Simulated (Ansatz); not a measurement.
Input for Ansatz (plane-wave DFT, PAW):

```yaml
crystal:
  lattice:
    - [5.1525477293, 0.0, 0.0]
    - [0.0, 4.8606104093, 0.0]
    - [0.0, 0.0, 5.1525477293]
  atoms:
    - { symbol: Sn, position: [0.5, 0.5087196266, 0.0] }
    - { symbol: Sn, position: [0.5, 0.0, 0.5] }
    - { symbol: Sn, position: [0.0, 0.4912803734, 0.5] }
    - { symbol: Te, position: [0.0, 0.0, 0.0] }
basis:
  ecutwfc: 420
kpoints:
  mp_grid: { grid: [8, 8, 8] }
hamiltonian:
  xc: pbesol
scf:
  occupations: { method: gaussian, width: 0.1 }
output:
  forces: true
  stress: true
  eigenvalues: true
```

Launched with
```bash
ansatz run input.yaml --threads 1 --pin off --max-ram 1331MiB --backend cpu --events-out ev --progress --plain --runs-dir out
```

Theory: Ansatz 0.2.0, DFT PBEsol, scalar-relativistic, plane waves, PAW.

Abridged output:

```
Pseudopotentials: kind: paw
Pseudopotential: Sn, paw, valence charge 14, recommended cutoff 420 eV (normal)
Pseudopotential: Te, paw, valence charge 16, recommended cutoff 420 eV (normal)
Functional definition: PBEsol
Crystal: 4 atoms, lattice volume = 129.043 Å³
Basis set: ecut = 420 eV, 2529 PW (Γ), exchange–correlation on 72×72×72 points (8 copies of the dense FFT grid, shifted against one another)
Bands: 35, of which v1, the nominal top of the filled ones, is band 29 counted from 1 (28 counted from 0)
Symmetry: 8 space group operations
Space group: P-4m2 (ITA 115), of the structure as read, at distance tolerance 5.1e-5 Å
k-points: 75 of 512 (time reversal used)
Initial density: superposition of atomic densities (neutral atoms: chi_scale 0, normalization atom), corrected by the library's trained network
Initial wavefunctions: pseudopotential atomic-orbital guess
Functional: x = pbesol(κ = 0.804, μ = 0.12345679), c = pbesol(β = 0.046)
SCF iter   1: F=—  HF=-24750.243338 eV  |F-HF|=—  |Δ(HF+E_count)|=         —  Δρ=2.76e-3  dr2=1.89e-2  ethr=1.77e-3  ⟨swp⟩=7.5  Hψ=11310  notcnv=0
SCF iter   2: F=—  HF=-24750.236556 eV  |F-HF|=—  |Δ(HF+E_count)|=   6.78e-3  Δρ=1.72e-3  dr2=8.47e-3  ethr=3.25e-5  ⟨swp⟩=1.8  Hψ=3468  notcnv=0  defer=1
SCF iter   3: F=—  HF=-24750.234212 eV  |F-HF|=—  |Δ(HF+E_count)|=   2.34e-3  Δρ=6.62e-4  dr2=6.68e-4  ethr=1.46e-5  ⟨swp⟩=2.0  Hψ=4297  notcnv=0  defer=1
SCF iter   4: F=—  HF=-24750.233966 eV  |F-HF|=—  |Δ(HF+E_count)|=   2.46e-4  Δρ=2.15e-4  dr2=1.65e-4  ethr=1.15e-6  ⟨swp⟩=2.0  Hψ=4350  notcnv=0  defer=1
SCF iter   5: F=—  HF=-24750.233902 eV  |F-HF|=—  |Δ(HF+E_count)|=   6.39e-5  Δρ=7.28e-5  dr2=1.19e-5  ethr=2.85e-7  ⟨swp⟩=2.8  Hψ=4333  notcnv=0  defer=1
SCF iter   6: F=—  HF=-24750.233899 eV  |F-HF|=—  |Δ(HF+E_count)|=   2.56e-6  Δρ=2.48e-5  dr2=9.00e-7  ethr=2.05e-8  ⟨swp⟩=2.5  Hψ=4457  notcnv=0  defer=1
SCF iter   7: F=—  HF=-24750.233899 eV  |F-HF|=—  |Δ(HF+E_count)|=   8.61e-8  Δρ=1.51e-5  dr2=2.15e-7  ethr=1.55e-9  ⟨swp⟩=2.0  Hψ=4732  notcnv=0  defer=1
SCF iter   8: F=-24750.233899 eV  HF=-24750.233899 eV  |F-HF|=7.66e-9  |Δ(HF+E_count)|=   1.36e-7  Δρ=2.94e-6  dr2=9.24e-9  ethr=1.72e-10  ⟨swp⟩=8.8  Hψ=11471  notcnv=0
SCF 1 converged in 8 iterations: F = -24750.233899 eV  dr2 = 9.24e-9
SCF converged after 8 iterations
Free energy (F): -24750.233899 eV
Harris-Foulkes:  -24750.233899 eV  (|F-HF|=7.66e-9)
Internal energy: -24750.219543 eV  (E = F + TS)
E sigma→0 (E₀):  -24750.226721 eV
Entropy (-TS):   -0.014356 eV (-3.589 meV/atom)
Fermi energy:    8.794034 eV
--- Per-component energies (eV) ---
  E_band       = -594.905388
  E_kinetic    = 732.046991
  E_local      = -3993.383159  (includes V_loc(G=0)·N_el)
  E_nonlocal   = -401.827593
  E_hartree    = 2445.023846
  E_xc         = -1259.370351
  E_vxc        = -391.636967  (∫ρ·V_xc dr)
  E_paw        = -16771.169183  (= ΣΔE_a)
  E_vpaw       = -1430.159734  (= ΣTr[D̂ρ^β])
  E_aug_tail   = -0.000193  (compensation charges beyond the density's cutoff)
  E_ewald      = -5502.769235
  E_core_change = 1.229334  (= ΣΔE_core)
  E_smearing   = -0.014356  (= −TS)
--- Forces (eV/Å), atoms counted from 1 ---
  atom   1  Sn     0.00000000     0.05610556     0.00000000
  atom   2  Sn     0.00000000     0.00000000     0.00000000
  atom   3  Sn     0.00000000    -0.05610556     0.00000000
  atom   4  Te     0.00000000     0.00000000     0.00000000
--- Stress (GPa, compression-positive) ---
       -5.662911       0.000000       0.000000
        0.000000      -6.403786       0.000000
        0.000000       0.000000      -5.662911
  P = ⅓ Tr σ = -5.9099 GPa (-59.099 kbar)
--- Band table (eV; the first three rows and the last of 75) ---
  k-point 0: bands = ["-28.2540", "-28.2535", "-28.2535", "-28.2533", "-28.2526", "-12.8784", "-12.8750", "-12.8748", "-12.8748", "-12.8726", "-12.8427", "-12.8427", "-12.8341", "-12.8229", "-12.8037", "-12.7696", "-12.7613", "-12.7476", "-12.7290", "-12.7290", "-3.0319", "0.7394", "3.2501", "3.7187", "4.8866", "4.8866", "5.2696", "8.9588", "8.9588", "9.1131", "10.5272", "10.5767", "10.5767", "12.8195", "13.3375"]
  k-point 1: bands = ["-28.2540", "-28.2535", "-28.2535", "-28.2532", "-28.2526", "-12.8771", "-12.8741", "-12.8738", "-12.8711", "-12.8690", "-12.8438", "-12.8416", "-12.8315", "-12.8228", "-12.8056", "-12.7710", "-12.7653", "-12.7484", "-12.7341", "-12.7290", "-2.9834", "0.6603", "2.8954", "3.6770", "4.9710", "5.3402", "5.5477", "8.7118", "8.7646", "8.9751", "10.1450", "10.3917", "10.5201", "13.2743", "13.5043"]
  k-point 2: bands = ["-28.2540", "-28.2535", "-28.2535", "-28.2532", "-28.2526", "-12.8757", "-12.8709", "-12.8694", "-12.8631", "-12.8592", "-12.8467", "-12.8361", "-12.8243", "-12.8222", "-12.8107", "-12.7764", "-12.7758", "-12.7500", "-12.7486", "-12.7290", "-2.8540", "0.4169", "2.4385", "3.7042", "5.2147", "5.5865", "6.6477", "8.0840", "8.4231", "8.5541", "9.4422", "10.3699", "10.6003", "12.7017", "13.1212"]
  k-point 74: bands = ["-28.2537", "-28.2535", "-28.2535", "-28.2531", "-28.2526", "-12.8811", "-12.8725", "-12.8725", "-12.8687", "-12.8423", "-12.8348", "-12.8348", "-12.8252", "-12.8216", "-12.7787", "-12.7787", "-12.7612", "-12.7612", "-12.7612", "-12.7607", "-2.1518", "2.0232", "2.0232", "2.0447", "4.0910", "4.1734", "4.1734", "4.9030", "10.8812", "10.8812", "11.4896", "13.0384", "13.0953", "13.6326", "13.6326"]
```

The calculation finished and met its thresholds.